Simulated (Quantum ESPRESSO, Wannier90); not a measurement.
**Tight-binding from DFT: BeSe (zinc blende)**

```xyz
2
Lattice="0.0000 2.5840 2.5840 2.5840 0.0000 2.5840 2.5840 2.5840 0.0000" Properties=species:S:1:pos:R:3 pbc="T T T"
Be     0.0000     0.0000     0.0000
Se    -1.2920    -1.2920    -1.2920
```

Materials Project entry mp-1541; symmetrised, unrelaxed at this level. COD (Crystallography Open Database) has an entry of this formula and space group (matched by these alone). Computed values, not measurements, from LDA: Quantum ESPRESSO (norm-conserving PseudoDojo potentials, cutoff 71 Ry, no spin polarisation, no spin-orbit coupling) on a Γ-centred 10×10×10 mesh, then Wannier90. Density: 10×10×10 mesh, cold smearing 0.01 Ry. Spin-orbit coupling, left out, would split the p-like bands by a few tenths of an eV.

Bands 8-10 form an isolated set from -5.62 to 0.00 eV relative to the valence-band maximum (on the path) and are turned into 3 Wannier functions by minimising the spread from the start: atomic waves Se 4p.

Problem. Where do the functions sit, how wide are they and what are they made of?

Solution. 
```
functions  spread (Å²)  nearest atom, distance (Å)  second atom, distance (Å)  weight on atomic waves
---------  -----------  --------------------------  -------------------------  ----------------------
3                 2.32                     Se 0.00                    Be 2.24   Se 4p 86 %, Be 2s 7 %
```

Ω_I = 6.67 Å², Ω_total = 6.97 Å²; the interpolated bands follow pw.x to 1.4 meV rms on the path. Only this start was tried; a symmetric start can stop on a saddle, and mixtures of these functions could lower the total by at most Ω_total − Ω_I.
